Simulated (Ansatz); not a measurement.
Starting cell, Mg (hcp, Mg type):

```
Mg
1.0
    6.37284     0.00000     0.00000
   -1.59321     2.75952     0.00000
    0.00000     0.00000     5.22378
Mg
4
Direct
  0.16667   0.66667   0.75000
  0.66667   0.66667   0.75000
  0.33333   0.33333   0.25000
  0.83333   0.33333   0.25000
```

In this cell atom 2 (Mg, nearest neighbour Mg at 3.186 Å; its periodic images, 3.2 Å or more away, move with it) is moved by u·(1.000, 0.000, 0.000) + v·(0.000, 1.000, 0.000); the rest is frozen.

All values below come from PBE (plane waves to 420 eV, PAW, scalar-relativistic; Ansatz, a first-principles code). k mesh 7×14×7 (Γ-centred), Fermi-Dirac smearing 0.05 eV. Points where atoms come too close for the PAW data are left out (x in tables, blank in figures). With partly filled bands, energies and forces of such displacements shift with the k mesh and the smearing. Fu and Fv are the components of the force on the atom. Mg was relaxed with its symmetry unable to fall. 

| Fu (eV/Å) | u = -0.800 | u = -0.400 | u = 0.000 | u = 0.400 | u = 0.800 |
|---|---|---|---|---|---|
| v = -0.800 | x | 2.62 | 1.04 | -0.47 | (withheld) |
| v = -0.400 | (withheld) | 1.58 | 0.30 | -0.96 | (withheld) |
| v = 0.000 | (withheld) | 1.11 | 0.00 | -1.10 | (withheld) |
| v = 0.400 | 2.45 | 0.63 | -0.29 | -1.22 | (withheld) |
| v = 0.800 | 1.36 | -0.13 | -1.04 | -1.97 | x |

Problem. Complete the blanks.

Solution. 
- v = -0.800, u = 0.800: -2.25
- v = -0.400, u = -0.800: 3.52
- v = -0.400, u = 0.800: -2.95
- v = 0.000, u = -0.800: 3.13
- v = 0.000, u = 0.800: -3.11
- v = 0.400, u = 0.800: -2.96

(For displaced atoms, the force is minus the slope of the energy, and its curvature is a force constant, which sets phonon frequencies.)
